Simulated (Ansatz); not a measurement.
An Ansatz (a program for electronic structure) run. Input:

Ansatz 0.2 input:
```yaml
crystal:
  lattice:
    - [0.0, 2.7505424285, 2.7505424285]
    - [2.7505424285, 0.0, 2.7505424285]
    - [2.7505424285, 2.7505424285, 0.0]
  atoms:
    - { symbol: Os, position: [0.0, 0.0, 0.0] }
    - { symbol: Os, position: [0.25, 0.25, 0.25] }
kpoints:
  mp_grid: { grid: [22, 22, 22] }
hamiltonian:
  xc: pbesol
  pseudopotentials: { azcp: { folder: ./paw }, kind: paw }
scf:
  occupations: { method: fermi_dirac, width: 0.1 }
elastic: { mode: relaxed_ion, stencil: two_point, amplitude: 0.005, f_tol: 0.0005 }
```

Output (shortened):

```
Pseudopotential: Os, paw, valence charge 16
Functional definition: PBEsol
Crystal: 2 atoms, lattice volume = 41.618 Å³
Basis set: ecut = 420 eV, 869 PW (Γ), exchange–correlation on 54×54×54 points (8 copies of the dense FFT grid, shifted against one another)
Bands: 20, of which v1, the nominal top of the filled ones, is band 16 counted from 1 (15 counted from 0)
Symmetry: 48 space group operations
Space group: Fd-3m (ITA 227), of the structure as read, at distance tolerance 3.5e-5 Å
k-points: 328 of 10648
the search or the solves at the SCF's close seem to have found levels that the self-consistency loop had missed (the run counts 2) …
SCF 1 converged in 11 iterations: F = -22501.675693 eV  dr2 = 3.09e-15
Crystal: 2 atoms, lattice volume = 41.410 Å³
Basis set: ecut = 420 eV, 853 PW (Γ), exchange–correlation on 54×54×54 points (8 copies of the dense FFT grid, shifted against one another)
Symmetry: 16 space group operations
k-points: 834 of 10648
SCF 2 converged in 8 iterations: F = -22501.674766 eV  dr2 = 3.51e-14
Crystal: 2 atoms, lattice volume = 41.826 Å³
SCF 3 converged in 6 iterations: F = -22501.675135 eV  dr2 = 1.34e-14
Crystal: 2 atoms, lattice volume = 41.618 Å³
Symmetry: 8 space group operations
k-points: 1530 of 10648
SCF 4 converged in 10 iterations: F = -22501.675434 eV  dr2 = 1.13e-14
relax step   1: F+E_penalty+E_count = -22501.67543367 eV  Δ(F+E_penalty+E_count) = +0.000e0 eV  max|allowed force component| = 9.821e-2 eV/Å  Δτ_max = 0.0000 Å  (10 SCF iters, accepted)
Crystal: 2 atoms, lattice volume = 41.618 Å³
SCF 5 converged in 8 iterations: F = -22501.675639 eV  dr2 = 2.07e-14
relax step   2: F+E_penalty+E_count = -22501.67563858 eV  Δ(F+E_penalty+E_count) = -2.049e-4 eV  max|allowed force component| = 3.340e-2 eV/Å  Δτ_max = 0.0032 Å  (8 SCF iters, accepted)
Crystal: 2 atoms, lattice volume = 41.618 Å³
SCF 6 converged in 7 iterations: F = -22501.675665 eV  dr2 = 6.69e-14
relax step   3: F+E_penalty+E_count = -22501.67566538 eV  Δ(F+E_penalty+E_count) = -2.681e-5 eV  max|allowed force component| = 3.897e-6 eV/Å  Δτ_max = 0.0008 Å  (7 SCF iters, accepted)
Crystal: 2 atoms, lattice volume = 41.618 Å³
SCF 7 converged in 6 iterations: F = -22501.675665 eV  dr2 = 2.09e-16
Crystal: 2 atoms, lattice volume = 41.618 Å³
SCF 8 converged in 10 iterations: F = -22501.675434 eV  dr2 = 1.11e-14
relax step   1: F+E_penalty+E_count = -22501.67543367 eV  Δ(F+E_penalty+E_count) = +0.000e0 eV  max|allowed force component| = 9.821e-2 eV/Å  Δτ_max = 0.0000 Å  (10 SCF iters, accepted)
Crystal: 2 atoms, lattice volume = 41.618 Å³
SCF 9 converged in 8 iterations: F = -22501.675665 eV  dr2 = 1.15e-14
relax step   2: F+E_penalty+E_count = -22501.67566538 eV  Δ(F+E_penalty+E_count) = -2.317e-4 eV  max|allowed force component| = 1.529e-5 eV/Å  Δτ_max = 0.0024 Å  (8 SCF iters, accepted)
Crystal: 2 atoms, lattice volume = 41.618 Å³
SCF 10 converged in 6 iterations: F = -22501.675665 eV  dr2 = 2.99e-16
SCF converged after 11 iterations
Free energy (F): -22501.675693 eV
Harris-Foulkes:  -22501.675693 eV  (|F-HF|=3.64e-12)
Internal energy: -22501.620593 eV  (E = F + TS)
E sigma→0 (E₀):  -22501.648143 eV
Entropy (-TS):   -0.055100 eV (-27.550 meV/atom)
Fermi energy:    15.635514 eV
--- Per-component energies (eV) ---
  E_band       = -444.037120
  E_kinetic    = 978.443500
  E_local      = -3132.323917  (includes V_loc(G=0)·N_el)
  E_nonlocal   = 404.588241
  E_hartree    = 1148.261606
  E_xc         = -460.439216
  E_vxc        = -485.728312  (∫ρ·V_xc dr)
  E_paw        = -17830.922715  (= ΣΔE_a)
  E_vpaw       = -505.540735  (= ΣTr[D̂ρ^β])
  E_aug_tail   = 0.000892  (compensation charges beyond the density's cutoff)
  E_ewald      = -3609.724979
  E_core_change = 0.495995  (= ΣΔE_core)
  E_smearing   = -0.055100  (= −TS)
  E_closure    = 0.000000  (closes the sum)
  Σ components = -22501.675693   (vs F -22501.675693, Δ=0.00e0)
--- Forces (eV/Å), atoms counted from 1 ---
  atom   1  Os     0.00000000     0.00000000     0.00000000
  atom   2  Os     0.00000000     0.00000000     0.00000000
  max |Σ_I F_I| component: 2.78e-17 eV/Å
--- Stress (GPa, compression-positive) ---
        0.139786       0.000000       0.000000
        0.000000       0.139786       0.000000
        0.000000       0.000000       0.139786
  P = ⅓ Tr σ = 0.1398 GPa (1.398 kbar)
--- Band table (eV; the first three rows and the last of 328) ---
  k-point 0: bands = ["-70.6575", "-70.3339", "-30.3743", "-30.3743", "-30.3743", "-29.4391", "-29.4391", "-29.4391", "7.8705", "11.3126", "11.3126", "11.9998", "11.9998", "11.9998", "15.0775", "15.0775", "15.0775", "18.3143", "18.3143", "26.7899"]
  k-point 1: bands = ["-70.6563", "-70.3352", "-30.3765", "-30.3765", "-30.3738", "-29.4398", "-29.4367", "-29.4367", "7.9100", "11.2852", "11.2852", "11.9939", "12.0438", "12.0438", "15.0300", "15.0702", "15.0702", "18.3105", "18.3105", "26.6153"]
  k-point 2: bands = ["-70.6527", "-70.3389", "-30.3829", "-30.3829", "-30.3722", "-29.4420", "-29.4300", "-29.4300", "8.0271", "11.2244", "11.2244", "11.9769", "12.1504", "12.1504", "14.8948", "15.0526", "15.0526", "18.2982", "18.2982", "26.2331"]
  k-point 327: bands = ["-70.4967", "-70.4967", "-30.5734", "-30.5734", "-29.9127", "-29.9127", "-29.2312", "-29.2312", "10.4907", "10.4907", "11.8420", "11.8420", "13.4565", "13.4565", "13.7206", "13.7206", "18.3996", "18.3996", "18.5765", "18.5765"]
--- Elastic constants: 2 strain directions × 2 members + reference (group order 48) ---
  dense FFT box of the reference and of every strained cell: 27×27×27
  strains applied: 11, 23; error gains: componentwise 1.00 (the most a stress slope's error grows in a printed constant), spectral 1.73 (1 for all six strains …
  C = ∂σ_k/∂η_j (tension-positive GPa; Voigt order 11 22 33 23 13 12):
       230.002    220.616    220.616      0.000      0.000      0.000
       220.616    230.002    220.616      0.000      0.000      0.000
       220.616    220.616    230.002      0.000      0.000      0.000
         0.000      0.000      0.000      9.353      0.000      0.000
         0.000      0.000      0.000      0.000      9.353      0.000
         0.000      0.000      0.000      0.000      0.000      9.353
  reference stress σ⁰ (GPa):     -0.140     -0.140     -0.140      0.000      0.000      0.000
  moduli (Voigt/Reuss/Hill, GPa): K = 223.74/223.74/223.74   G = 7.49/6.69/7.09   E = 21.05   ν = 0.484
  mechanically stable: yes (min eigenvalue of sym C = 9.35 GPa)
  strain η (Voigt 11):  stress-route row diagonal C_11 = 230.00 GPa, energy-path curvature d²(F+E_count+ΔE)/dδ²/Ω₀ = 230.00 GPa
         δ    σ_11 (GPa)             F (eV)   n_scf  n_hpsi   n_pw
    -5.000e-3      -1.2953      -22501.6747662       8  296332    853   relax 0 steps, max|allowed force component| 2.22e-16 eV/Å
     5.000e-3       1.0047      -22501.6751352       6  241551    869   relax 0 steps, max|allowed force component| 2.22e-16 eV/Å
  strain η (Voigt 23):  stress-route row diagonal C_44 = 9.35 GPa, energy-path curvature d²(F+E_count+ΔE)/dδ²/Ω₀ = 9.44 GPa
         δ    σ_23 (GPa)             F (eV)   n_scf  n_hpsi   n_pw
    -5.000e-3      -0.0468      -22501.6756654       6  373106    869   relax 3 steps, max|allowed force component| 3.90e-6 eV/Å
     5.000e-3       0.0468      -22501.6756654       6  376395    869   relax 2 steps, max|allowed force component| 1.53e-5 eV/Å
```

Cost: roughly 14 core-minutes on shared cores.

The start of the workflow was typed in or built on a structure type; neither database checked (COD, Materials Project) lists it. It is not the phase usual at ambient conditions (space group No. 194). The PBEsol relaxation kept the symmetry of its start; its stability against distortions is not shown here. The run is not spin-polarised. As this level gives no gap, shear constants depend on the k-mesh and smearing (Fermi–Dirac, 0.1 eV here). Scalar-relativistic: spin–orbit coupling is off unless named, which matters more the heavier the elements.

Potentials: the earlier of the program's two PAW sets. The files were generated under PBE; for other functionals the program regenerates the frozen cores, and for LDA and PBEsol the local potential too.

Ansatz is a plane-wave DFT program.
